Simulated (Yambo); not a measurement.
Here is the system:

```
CELL_PARAMETERS angstrom
      3.54331     0.00000     0.00000
     -1.77166     3.06860     0.00000
      0.00000     0.00000     4.58517
ATOMIC_POSITIONS crystal
  H  0.66667 0.33333 0.54792
  H  0.33333 0.66667 0.45208
  O  0.66667 0.33333 0.75929
  O  0.33333 0.66667 0.24071
  Cd 0.00000 0.00000 0.00000
```

Workflow: norm-conserving PBEsol (Quantum ESPRESSO, 102 Ry, with spin-orbit coupling), then G0W0 in Yambo (3×3×2 Γ-centred k mesh, bands 9 to 158 and a 7 Ry block in the screening, 158 bands in G with the Bruneval-Gonze terminator, plasmon pole fitted at 27.2 eV).

Question: Give the PBEsol and G0W0 gaps between the band edges found on this mesh, and say where the edges lie.

Answer: Edges: A → Γ. PBEsol: 1.65 eV; G0W0: 3.40 eV. The mesh misses an edge: along a dense path the PBEsol gap is 1.59 eV. Nearest settings tried, and what they do to the gap: 108 bands in W, 108 bands in G: +88 meV; 6 Ry block (109 vectors against 121): -20 meV. Not varied: mesh. So the settings aren't converged at that level. The k mesh is coarse. 

Geometry relaxed with PBE+D3(BJ).

The structure is a Materials Project entry; no match was found in the copy of COD used, and its stability was not checked.
